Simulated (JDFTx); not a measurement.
HfB2(1 0 -1 0) slab cut from bulk HfB2 (space group P6/mmm, indices of the conventional cell, lattice of the Materials Project entry mp-1994, not re-optimised): 8 atoms in 8 planes, a 1x1 cell of 10.90 Å² (|a| = 3.133, |b| = 3.479 Å), 5.8 Å between the outermost planes, B outermost, slab composition Hf2B6, cell height 22.3 Å, 8×6×1 k mesh, Fermi smearing 0.01 Ha, no spin polarisation. Whether this polymorph is the ambient one wasn't checked. Neither spin polarisation nor a larger cell was tried.

All numbers are PBE, GBRV ultrasoft potentials, plane waves to 20/100 Ha results from JDFTx (a modified build), not measurements. Liquid on both sides: linear PCM (GLSSA13), water, 0.5 M NaCl; nuclei fixed, outer atoms relaxed in vacuum. U vs SHE = −μ/e − 4.44 V throughout (conventional absolute potential of the hydrogen electrode). The model has bare, unreconstructed faces and no explicit solvent.

Problem. Predict the potential of zero charge and the surface charge against electrode potential.

Solution. The potential of zero charge is 0.19 V vs SHE.

```json
[
 {"U (V vs SHE)": "-0.50", "μ (eV)": "-3.94", "excess electrons per cell": "0.126", "σ (μC/cm², per face)": "-9.2", "run": "fixed potential"},
 {"U (V vs SHE)": "-0.10", "μ (eV)": "-4.34", "excess electrons per cell": "0.055", "σ (μC/cm², per face)": "-4.0", "run": "fixed potential"},
 {"U (V vs SHE)": "-0.10", "μ (eV)": "-4.34", "excess electrons per cell": "0.054", "σ (μC/cm², per face)": "-4.0", "run": "fixed charge"},
 {"U (V vs SHE)": "0.19", "μ (eV)": "-4.63", "excess electrons per cell": "0.000", "σ (μC/cm², per face)": "0.0", "run": "neutral"},
 {"U (V vs SHE)": "0.35", "μ (eV)": "-4.79", "excess electrons per cell": "-0.031", "σ (μC/cm², per face)": "2.3", "run": "fixed potential"},
 {"U (V vs SHE)": "0.90", "μ (eV)": "-5.34", "excess electrons per cell": "-0.147", "σ (μC/cm², per face)": "10.8", "run": "fixed potential"},
 {"U (V vs SHE)": "1.10", "μ (eV)": "-5.54", "excess electrons per cell": "-0.195", "σ (μC/cm², per face)": "14.3", "run": "fixed potential"}
]
```
